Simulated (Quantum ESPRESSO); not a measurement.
# One change at a time to In3Mg2PtW2

Calculated results; nothing here was measured. They come from Quantum ESPRESSO 7.5, a public plane-wave density functional program. Each row is one single-point run on a made-up periodic cell of eight metal atoms, with elements, volume, strain and displacements drawn at random and not relaxed, so a cell may be unstable or far from any real phase. There is no spin polarisation or spin-orbit coupling.

Settings: PBE unless stated; PseudoDojo standard norm-conserving files; Fermi-Dirac width 0.25 eV, which means electrons at about 2900 K; cutoff 1143 eV; 5 x 5 x 4 k mesh shifted half a step off Gamma. E is the free energy of the whole cell (internal energy minus TS), so a -TS column is already part of it. Stress is positive in tension, and the pressure P is minus a third of its trace.

Checks: one run of this series was repeated at a higher cutoff and on a denser mesh, which moved values by no more than 0.004 eV, 0.03 GPa and 0.009 eV/Å, and a second program with other atomic files agreed on it to 2 % rms in force and 0.5 GPa in pressure. Known limits: heavy elements are run without spin-orbit coupling, which real alloys of them have; a spin test at this wide smearing found no moment, but such smearing suppresses magnetism that the real alloy may have.

The lattice is face-centred cubic, and the cell vectors in Å are (2.066, 4.205, 2.064); (2.203, -4.356, 2.231); (2.173, 0.091, -6.481), a volume of 158.27 Å³ in run 1. The elements on sites 1 to 8 are Mg In In Pt W In W Mg. Each later run makes one change to run 1 and keeps the rest. E is counted from run 1, and is n/a where other atomic files have another zero of energy.

```
run,change,V (Å³),P (GPa),-TS (eV),rms force (eV/Å),largest change of a force component (eV/Å),E (eV)
1,none,158.27,-4.98,-1.388,0.555,0.000,0.000
2,sites 1 and 7 exchanged,158.27,-5.21,-1.249,0.465,1.480,-0.238
3,all lengths scaled by +1.39 %,164.96,-8.21,-1.450,0.538,0.077,0.278
4,PBEsol in place of PBE,158.27,-9.01,-1.392,0.563,0.084,n/a
5,Zn on site 3,158.27,-9.53,-1.369,0.455,0.424,n/a
6,site 1 moved by -0.15 Å along y,158.27,-4.91,-1.388,0.562,0.558,?
```

## Worked estimate

Along the move dE = -F dx. The force on site 1 along y is -0.025 eV/Å in run 1 and 0.533 eV/Å in run 6, and the move is -0.15 Å, so the mean force times the move gives an estimate.

## Withheld value

Question: what E should run 6 give?

The estimate is 0.038 eV. The calculation gave 0.038 eV.
